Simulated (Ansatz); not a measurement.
Ga₂PN:
```xyz
4
Lattice="3.5031 0.0000 0.0000 -1.7515 3.0337 0.0000 0.0000 0.0000 5.8436" Properties=species:S:1:pos:R:3 pbc="T T T"
Ga     0.0000     0.0000     2.7256
Ga     1.7515     1.0112     0.2320
P      0.0000     0.0000     5.0818
N      1.7515     1.0112     2.1870
```

Relaxed with PBEsol. Special points in fractions of this cell's reciprocal vectors: Γ (0.000, 0.000, 0.000); M (0.500, 0.000, 0.000); K (0.333, 0.333, 0.000); A (0.000, 0.000, 0.500); L (0.500, 0.000, 0.500); H (0.333, 0.333, 0.500).

Problem. List the band energies nearest the Fermi level at these points for plane-wave PAW PBEsol with spin–orbit coupling (Ansatz code).

Solution. In eV from the Fermi level; about four levels below and three above (degenerate sets whole), none deeper than 8.9 eV; points with the same levels are listed once.

```tsv
k	below	above
Γ	-1.57 -1.57 -1.20 -1.20	0.13 0.13 0.19 0.19
M	-3.50 -3.50 -1.48 -1.48	1.33 1.33 2.68 2.68
K	-3.98 -3.97 -3.74 -3.73	1.91 1.92 3.50
A	-2.77 -2.77 -0.02 -0.02	0.05 0.05 0.64 0.64
L	-2.77 -2.77 -1.87 -1.87	0.90 0.90 2.21 2.21
H	-3.23 -3.22 -2.20 -2.19	2.25 2.27 2.94
```

Space group P3m1. The start of the workflow was typed in or built on a structure type; neither database checked (COD, Materials Project) lists it. Its standing as an ambient phase is unchecked. The cell was relaxed with PBEsol under the symmetry of its start; whether a distortion lowers the energy is not shown.

Potentials: the earlier of the program's two PAW sets. The files were generated under PBE; for other functionals the program regenerates the frozen cores, and for LDA and PBEsol the local potential too.
